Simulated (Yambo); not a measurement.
Yambo run on CaHI (space group P4/nmm, No. 129). The wavefunctions are PBEsol (pw.x of Quantum ESPRESSO, ONCV potentials, without SOC) ones on a 4×4×1 mesh (18 occupied bands); a = 3.980 Å, b = 3.980 Å, c = 8.591 Å, α = 90.00°, β = 90.00°, γ = 90.00°.

Yambo input:

```
rim_cut
gw0
dyson
el_el_corr
HF_and_locXC
ppa
em1d
RandQpts= 1000000
RandGvec= 1 Ry
EXXRLvcs= 72 Ry
VXCRLvcs= 288 Ry
Chimod= "HARTREE"
% BndsRnXp
 1 | 269 |
%
NGsBlkXp= 8 Ry
% LongDrXp
 1.0 | 1.0 | 1.0 |
%
PPAPntXp= 27.2114 eV
% GbndRnge
 1 | 92 |
%
GTermKind= "none"
DysSolver= "n"
ExtendOut
% QPkrange
 1 | 1 | 18 | 19 |
 2 | 2 | 18 | 18 |
 6 | 6 | 19 | 19 |
%
```

k points by index: 1 = Γ, 2 = (0, 0.25, 0), 6 = M.

Table of the .qp output:

```
#    K-point    Band    Eo [eV]    E [eV]    E-Eo [eV]    Vxc [eV]    Vnlxc [eV]    Sc|Eo [eV]    Sc|E [eV]    dSc/dw|Eo [eV]    Re(Z)    Im(Z)
#
    1    18    -0.020124    -0.711905    -0.691781    -11.53207    -14.22595    1.839315    2.002105    -6.402456    0.809527    -0.001377
    1    19    3.822801    5.365563    1.542761    -11.48295    -6.001617    -3.601936    -3.938569    -5.937016    0.820894    -0.001320
    2    18    0.000000    -0.662352    -0.662352    -11.54935    -14.17031    1.802975    1.958612    -6.393063    0.809753    -0.001377
    6    19    3.452613    4.418252    0.965639    -9.297670    -4.737311    -3.392664    -3.594721    -5.693116    0.826979    -0.001296
```
(The two width columns are left out.) Convergence of these settings isn't established.

Geometry relaxed with PBE+D3(BJ).
